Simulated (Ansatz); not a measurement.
Pd:
```
CELL_PARAMETERS angstrom
      2.56546     0.00000     0.00000
      0.00000     2.56546     0.00000
      0.00000     0.00000     2.56546
ATOMIC_POSITIONS crystal
  Pd 0.00000 0.00000 0.00000
```

Relaxed with PBEsol. Special points in fractions of this cell's reciprocal vectors: Γ (0.000, 0.000, 0.000); X (0.000, 0.500, 0.000); M (0.500, 0.500, 0.000); R (0.500, 0.500, 0.500).

Task: List the band energies nearest the Fermi level at these points for DFT-PBEsol in the program Ansatz with PAW potentials.

Result: In eV from the Fermi level; about four levels below and three above (degenerate sets whole), none deeper than 8.9 eV; … stands for higher levels left out; points with the same levels are listed once.

| k | below | above |
|---|---|---|
| Γ | -6.39 -4.87 -4.87 | … |
| X | -4.36 -4.20 -1.65 -1.65 | 0.18 … |
| M | -5.11 -3.66 -1.34 -1.34 | 1.24 … |
| R | -4.17 -4.17 -4.17 | 1.35 1.35 … |

Space group Pm-3m (simple cubic). A made-up cell: these elements were put on the sites of a structure type; neither database checked (COD, Materials Project) lists it. It is not the phase usual at ambient conditions (space group No. 225). Symmetry was held in the PBEsol relaxation. At this level the phase is mechanically unstable. No spin polarisation was allowed. Scalar-relativistic: spin–orbit coupling is off unless named, which matters more the heavier the elements.

Potentials: the later of the program's two PAW sets.
